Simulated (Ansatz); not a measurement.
HfC:
Space group Fm-3m (No. 225); a = b = c = 4.6410 Å, α = β = γ = 90.00°

| atom | site | symmetry | x | y | z |
|---|---|---|---|---|---|
| Hf | 4a | m-3m | 0.0000 | 0.0000 | 0.0000 |
| C | 4b | m-3m | 0.5000 | 0.5000 | 0.5000 |
(The calculation used a cell of 2 atoms; values per cell refer to that cell.)

Relaxed with r²SCAN.

Task: Which orbitals make up the states near the Fermi level in r²SCAN in the plane-wave PAW code Ansatz?

Result: Within 0.5 eV of the Fermi level: C 2p 62 %, Hf 5d 34 %. Projections are on Löwdin-orthogonalised atomic valence shells; empty p or d shells of many metals are not among them.

Task: Tabulate the density of states.

Result: States/eV per cell of 2 atoms, in 0.25 eV bins, energy from the Fermi level.

| E (eV) | total | Hf 5d | C 2p | Hf 6s |
|---|---|---|---|---|
| -7.85 | 0.00 | 0.00 | 0.00 | 0.00 |
| -7.60 | 0.00 | 0.00 | 0.00 | 0.00 |
| -7.35 | 0.00 | 0.00 | 0.00 | 0.00 |
| -7.10 | 0.00 | 0.00 | 0.00 | 0.00 |
| -6.85 | 0.00 | 0.00 | 0.00 | 0.00 |
| -6.60 | 0.00 | 0.00 | 0.00 | 0.00 |
| -6.35 | 0.03 | 0.01 | 0.01 | 0.00 |
| -6.10 | 0.13 | 0.05 | 0.06 | 0.01 |
| -5.85 | 0.21 | 0.08 | 0.09 | 0.02 |
| -5.60 | 0.30 | 0.11 | 0.14 | 0.03 |
| -5.35 | 0.41 | 0.15 | 0.19 | 0.04 |
| -5.10 | 0.63 | 0.23 | 0.30 | 0.06 |
| -4.85 | 0.79 | 0.28 | 0.39 | 0.07 |
| -4.60 | 0.82 | 0.28 | 0.42 | 0.07 |
| -4.35 | 0.88 | 0.28 | 0.46 | 0.08 |
| -4.10 | 0.94 | 0.27 | 0.53 | 0.08 |
| -3.85 | 0.70 | 0.20 | 0.40 | 0.05 |
| -3.60 | 0.56 | 0.16 | 0.33 | 0.04 |
| -3.35 | 0.48 | 0.13 | 0.29 | 0.02 |
| -3.10 | 1.63 | 0.62 | 0.93 | 0.01 |
| -2.85 | 4.16 | 1.57 | 2.38 | 0.01 |
| -2.60 | 2.90 | 1.22 | 1.57 | 0.01 |
| -2.35 | 2.06 | 0.89 | 1.09 | 0.01 |
| -2.10 | 1.51 | 0.67 | 0.78 | 0.00 |
| -1.85 | 1.19 | 0.54 | 0.61 | 0.00 |
| -1.60 | 0.93 | 0.39 | 0.50 | 0.00 |
| -1.35 | 0.74 | 0.29 | 0.43 | 0.00 |
| -1.10 | 0.61 | 0.22 | 0.37 | 0.00 |
| -0.85 | 0.51 | 0.16 | 0.33 | 0.00 |
| -0.60 | 0.42 | 0.12 | 0.28 | 0.00 |
| -0.35 | 0.25 | 0.07 | 0.17 | 0.00 |
| -0.10 | 0.22 | 0.07 | 0.14 | 0.00 |
| 0.15 | 0.24 | 0.09 | 0.14 | 0.00 |
| 0.40 | 0.25 | 0.11 | 0.13 | 0.00 |
| 0.65 | 0.28 | 0.14 | 0.12 | 0.00 |
| 0.90 | 0.31 | 0.18 | 0.12 | 0.00 |
| 1.15 | 0.35 | 0.22 | 0.12 | 0.00 |
| 1.40 | 0.41 | 0.27 | 0.12 | 0.00 |
| 1.65 | 0.49 | 0.34 | 0.12 | 0.00 |
| 1.90 | 0.52 | 0.37 | 0.12 | 0.01 |
| 2.15 | 0.55 | 0.39 | 0.13 | 0.01 |
| 2.40 | 0.58 | 0.42 | 0.13 | 0.01 |
| 2.65 | 0.62 | 0.45 | 0.13 | 0.01 |
| 2.90 | 0.66 | 0.48 | 0.14 | 0.01 |
| 3.15 | 0.71 | 0.52 | 0.14 | 0.01 |
| 3.40 | 0.77 | 0.57 | 0.15 | 0.02 |
| 3.65 | 0.88 | 0.65 | 0.16 | 0.02 |
| 3.90 | 0.84 | 0.65 | 0.13 | 0.02 |
| 4.15 | 0.92 | 0.72 | 0.14 | 0.02 |
| 4.40 | 1.03 | 0.80 | 0.15 | 0.02 |
| 4.65 | 1.05 | 0.83 | 0.15 | 0.03 |

The r²SCAN relaxation kept the symmetry of its start. No spin polarisation was allowed. Scalar-relativistic: spin–orbit coupling is off unless named, which matters more the heavier the elements.

Potentials: the earlier of the program's two PAW sets. The files were generated under PBE; for other functionals the program regenerates the frozen cores, and for LDA and PBEsol the local potential too.
